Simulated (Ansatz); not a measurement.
Does relaxation matter for the field gradients of BaTiO3 with Sc replacing Ba?

Start: a supercell of BaTiO3 (cubic perovskite type, Pm-3m) built from a refined structure from the COD, with all atoms left at the host's positions.

Space group Im-3m (No. 229); a = 8.0120 Å.

| site | Wyckoff | site symmetry | x | y | z |
| --- | --- | --- | --- | --- | --- |
| Sc | 2a | m-3m | 0.5000 | 0.5000 | 0.5000 |
| Ba | 6b | 4/mm.m | 0.5000 | 0.5000 | 0.0000 |
| Ti | 8c | .-3m | 0.2500 | 0.2500 | 0.2500 |
| O | 24h | m.m2 | 0.5000 | 0.2500 | 0.2500 |

One atom of each set is listed; the run and its k-mesh use a cell of 20 atoms with edges of 6.94, 6.94, 6.94 Å.

All values are calculated (Ansatz; DFT, PBE, plane waves and PAW, scalar-relativistic, collinear spin, 420 eV cutoff, Γ-centred 3×3×3 k-points, Fermi–Dirac smearing 0.01 eV), not measured. Start moments as typed (μB): 1 on each Sc, none on the rest.

The largest force at the start is 0.66 eV/Å. Relaxing the ions at fixed cell moves them by 0.069 Å at most (atom 10, O) and 0.054 Å rms. End positions:

Sc (0.5000, 0.5000, 0.5000)
Ba (0.5000, 0.5000, 0.0000)
Ti (0.2500, 0.2500, 0.2500)
O (0.5000, 0.2561, 0.2561)

```
site  moved (Å)          first shell before           first shell after  V_zz before (10²¹ V/m²)  η before
  Sc      0.000              12 O at 2.83 Å              12 O at 2.76 Å                     0.00         –
  Ba      0.000              12 O at 2.83 Å         12 O at 2.83–2.90 Å                    -1.58      0.00
  Ti      0.000               6 O at 2.00 Å               6 O at 2.00 Å                     0.38      0.00
   O      0.069  2 Ti at 2.00 Å, angle 180°  2 Ti at 2.00 Å, angle 176°                    -2.27      0.11
```

(1) What are V_zz and η after the relaxation?

Answers

(1) 

| site | V_zz after | η after | change of V_zz |
| --- | --- | --- | --- |
| Sc | 0.00 | – | 0.00 |
| Ba | -5.91 | 0.00 | -4.33 |
| Ti | -0.82 | 0.00 | -1.20 |
| O | -2.05 | 0.12 | +0.22 |

The largest change of V_zz is on Ba, from -1.58 to -5.91. In per cent, |V_zz| changes by -10 on O (all sites that start above 2). V_zz changes sign on Ti (same axis).

The defect repeats with the cell of 20 atoms, so it feels its images: sites between two images don't show the values beside a lone defect, and zeros or small values of η there can come from the images' arrangement. O carries a gradient in the pure host already, so the values there aren't the defect's effect alone. This high-symmetry form of BaTiO3 is unstable when cold, to polar off-centring of Ti. The symmetry of the cell holds that distortion back, wholly or in part, and it would change the field gradients, the more the larger the distortion. The defect cell has no gap above 0.1 eV on its mesh, so the values can hang on the smearing and the k-mesh. Without spin–orbit coupling (the program notes it for Ba) the gradients can shift somewhat, as the gap is small.
Before: The run lost most of its start moments on Sc; a state with other moments may lie lower. The neighbours have not yet relaxed around the defect (largest force 0.66 eV/Å), so a real crystal will differ.
After: The relaxation keeps the site symmetry m-3m of the start, so the impurity can't leave its site; a distortion that would localise the partly filled state isn't explored. The run lost the sense of its start on Sc, where the moments end reversed; a state with other moments may lie lower.
